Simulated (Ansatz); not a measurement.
Density of states of a Ge₇Pb₁₂C₅ cell (elements on a diamond lattice, relaxed), per eV and atom, broadened by Gaussian smearing of width 0.1 eV and averaged over bins of 0.3 eV, from 8 eV under the Fermi level at most up to where the solved bands end.

Method: DFT PBE, scalar-relativistic, plane waves, PAW (Ansatz).

Cutoff 420 eV; k points 5×4×4 on the computed 24-atom cell (Γ-centred); Gaussian smearing, width 0.10 eV; no spin polarisation.

```
C Ge Pb
1.0
    -6.87243   -6.73662    0.08865
     0.42697    6.22100    5.83513
    -5.16581    5.11866   -5.15976
C Ge Pb
5 7 12
Direct
  0.96251 0.93650 0.02722
  0.17055 0.25082 0.27165
  0.38280 0.57843 0.05436
  0.85972 0.72149 0.70882
  0.38974 0.71248 0.98705
  0.81406 0.53053 0.55623
  0.36814 0.36354 0.14028
  0.00567 0.32282 0.27460
  0.88352 0.69957 0.92966
  0.07528 0.91433 0.61013
  0.52652 0.03069 0.33606
  0.01181 0.97263 0.24732
  0.39481 0.99250 0.01813
  0.91993 0.26661 0.61056
  0.51589 0.17247 0.63061
  0.69007 0.42795 0.23143
  0.05603 0.50399 0.96218
  0.27165 0.71320 0.64685
  0.66196 0.79512 0.34151
  0.14990 0.74633 0.31888
  0.17248 0.16721 0.87600
  0.77465 0.04063 0.02349
  0.28813 0.33649 0.51541
  0.66717 0.82031 0.69101
```

```
E − E_F (eV) total Pb 6p Ge 4p C 2p Pb 6s
       -7.90  0.373  0.032  0.025  0.036  0.217
       -7.60  0.421  0.033  0.028  0.045  0.245
       -7.30  0.315  0.026  0.020  0.036  0.167
       -7.00  0.297  0.024  0.018  0.036  0.135
       -6.70  0.240  0.025  0.021  0.030  0.089
       -6.40  0.320  0.032  0.031  0.042  0.113
       -6.10  0.190  0.020  0.022  0.033  0.050
       -5.80  0.117  0.012  0.013  0.020  0.033
       -5.50  0.086  0.018  0.012  0.013  0.011
       -5.20  0.217  0.042  0.031  0.034  0.029
       -4.90  0.104  0.025  0.018  0.020  0.009
       -4.60  0.094  0.021  0.017  0.021  0.008
       -4.30  0.160  0.038  0.032  0.064  0.008
       -4.00  0.420  0.100  0.077  0.189  0.022
       -3.70  0.502  0.131  0.109  0.199  0.032
       -3.40  0.482  0.126  0.113  0.178  0.034
       -3.10  0.412  0.122  0.108  0.128  0.026
       -2.80  0.424  0.139  0.115  0.116  0.024
       -2.50  0.456  0.178  0.124  0.100  0.024
       -2.20  0.515  0.225  0.136  0.099  0.025
       -1.90  0.543  0.239  0.142  0.103  0.027
       -1.60  0.513  0.232  0.133  0.092  0.027
       -1.30  0.517  0.249  0.130  0.082  0.027
       -1.00  0.515  0.252  0.131  0.070  0.031
       -0.70  0.482  0.241  0.122  0.061  0.027
       -0.40  0.398  0.205  0.096  0.046  0.024
       -0.10  0.442  0.230  0.108  0.043  0.027
        0.20  0.450  0.244  0.105  0.037  0.028
        0.50  0.409  0.222  0.095  0.033  0.025
        0.80  0.444  0.242  0.104  0.036  0.024
        1.10  0.446  0.241  0.103  0.034  0.024
```

The columns after the total are the largest Löwdin projections on the valence shells of the potentials, so they needn't add up, and the weight of a shell that a potential lacks goes to other orbitals. The cell has no gap on the mesh.

The relaxation stopped before its thresholds.

Spin-orbit coupling is left out, which matters for the bands of heavy elements.

Cost: 2 runs of about 65 core-minutes in all (earlier runs that led there not counted), on AMD EPYC 7R43 (Zen 3) (shared hosts).